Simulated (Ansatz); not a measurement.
Cu$_{2}$O (cuprite type, space group Pn-3m)

```yaml
crystal:
  lattice:
    - [4.22208, 0.00000, 0.00000]
    - [0.00000, 4.22208, 0.00000]
    - [0.00000, 0.00000, 4.22208]
  atoms:
    - { symbol: Cu, position: [0.75000, 0.75000, 0.75000] }
    - { symbol: Cu, position: [0.75000, 0.25000, 0.25000] }
    - { symbol: Cu, position: [0.25000, 0.75000, 0.25000] }
    - { symbol: Cu, position: [0.25000, 0.25000, 0.75000] }
    - { symbol: O, position: [0.00000, 0.00000, 0.00000] }
    - { symbol: O, position: [0.50000, 0.50000, 0.50000] }
```

The slice is a {110} plane (indices of the conventional cell) through the point (0.750, 0.750, 0.750) (fractional), spanned by u = [100] and v = [011] in vectors of this cell: u (4.22 Å) and v (5.97 Å, at 90° to u). It covers one period; positions are fractions (u, v).

Level of theory: PBEsol (plane waves to 420 eV, PAW, scalar-relativistic; Ansatz, an electronic-structure program). k mesh 8×8×8. These are valence fields of a PAW run, semicore shells included where kept as valence: close to a nucleus they are smooth pseudo fields. Cu2O is run without spin polarisation. Cu2O was relaxed with its symmetry unable to fall. The PAW data are Ansatz's earlier set.

Three fields on this plane, each scaled to ten steps between its own extremes (0 low, 9 high; the total valence density on a logarithmic scale, the potential cut 8 eV below its top; x marks points blanked near nuclei; v = 0 in the bottom row):

Map A
```
|xxxxx04789999998740xxxx|
|xxxx0057899999987400xxx|
|xxxx0368899999876410xxx|
|xx00257889998875xxx000x|
|000357888888864xxxxxx00|
|34567888888775xxxxxxxx2|
|66788898887762xxxxxxxx5|
|6788899888776xxxxxxxxx5|
|66788898887762xxxxxxxx5|
|34567888888775xxxxxxxx2|
|000357888888864xxxxxx00|
|xx00257889998875xxx000x|
|xxxx0368899999876410xxx|
|xxxx0057899999987400xxx|
|xxxxx04789999998740xxxx|
|xxxxx04789999998740xxxx|
|xxxxx04789999998740xxxx|
|xxxx0047899999987500xxx|
|xxxx0146789999988630xxx|
|xx000xxx57889998875200x|
|000xxxxxx46888888875300|
|32xxxxxxxx5778888887654|
|65xxxxxxxx2677888988876|
|65xxxxxxxxx677888998887|
|65xxxxxxxx2677888988876|
|32xxxxxxxx5778888887654|
|000xxxxxx46888888875300|
|xx000xxx57889998875200x|
|xxxx0146789999988630xxx|
|xxxx0047899999987500xxx|
|xxxxx04789999998740xxxx|
|xxxxx04789999998740xxxx|
```

Map B
```
|xxxxx52100000000011xxxx|
|xxxx9521000000001102xxx|
|xxxx8421000000112211xxx|
|xx66521000000124xxx113x|
|123321000000124xxxxxx11|
|01111000000013xxxxxxxx1|
|10000000000024xxxxxxxx2|
|1000000000012xxxxxxxxx3|
|10000000000024xxxxxxxx2|
|01111000000013xxxxxxxx1|
|123321000000124xxxxxx11|
|xx66521000000124xxx113x|
|xxxx8421000000112211xxx|
|xxxx9521000000001102xxx|
|xxxxx52100000000011xxxx|
|xxxxx31100000000113xxxx|
|xxxxx11000000000125xxxx|
|xxxx2011000000001259xxx|
|xxxx1122110000001248xxx|
|xx311xxx42100000012566x|
|111xxxxxx42100000012332|
|01xxxxxxxx3100000001111|
|12xxxxxxxx4200000000000|
|13xxxxxxxxx210000000000|
|12xxxxxxxx4200000000000|
|01xxxxxxxx3100000001111|
|111xxxxxx42100000012332|
|xx311xxx42100000012566x|
|xxxx1122110000001248xxx|
|xxxx2011000000001259xxx|
|xxxxx11000000000125xxxx|
|xxxxx31100000000113xxxx|
```

Map C
```
|xxxxx34444333222234xxxx|
|xxxx2344443321100138xxx|
|xxxx2345443210000015xxx|
|xx22345544320002xxx149x|
|543344554431003xxxxxx14|
|13344555432101xxxxxxxx0|
|01344555432003xxxxxxxx0|
|0134455443200xxxxxxxxx1|
|01344555432003xxxxxxxx0|
|13344555432101xxxxxxxx0|
|543344554431003xxxxxx14|
|xx22345544320002xxx149x|
|xxxx2345443210000015xxx|
|xxxx2344443321100138xxx|
|xxxxx34444333222234xxxx|
|xxxxx34333333333343xxxx|
|xxxxx43222233344443xxxx|
|xxxx8310011233444432xxx|
|xxxx5100000123445432xxx|
|xx941xxx20002344554322x|
|541xxxxxx30013445544334|
|10xxxxxxxx1012345554433|
|00xxxxxxxx3002345554431|
|01xxxxxxxxx002344554431|
|00xxxxxxxx3002345554431|
|10xxxxxxxx1012345554433|
|541xxxxxx30013445544334|
|xx941xxx20002344554322x|
|xxxx5100000123445432xxx|
|xxxx8310011233444432xxx|
|xxxxx43222233344443xxxx|
|xxxxx34333333333343xxxx|
```

Question: Assign the maps to these fields: density of the lowest conduction band (whole band as if filled, smooth part); density of the highest valence band (whole band, smooth part); electrostatic potential energy of an electron, from the cell's mean.

Answer: A is the electrostatic potential energy of an electron, from the cell's mean; B is the density of the highest valence band (whole band, smooth part); C is the density of the lowest conduction band (whole band as if filled, smooth part).
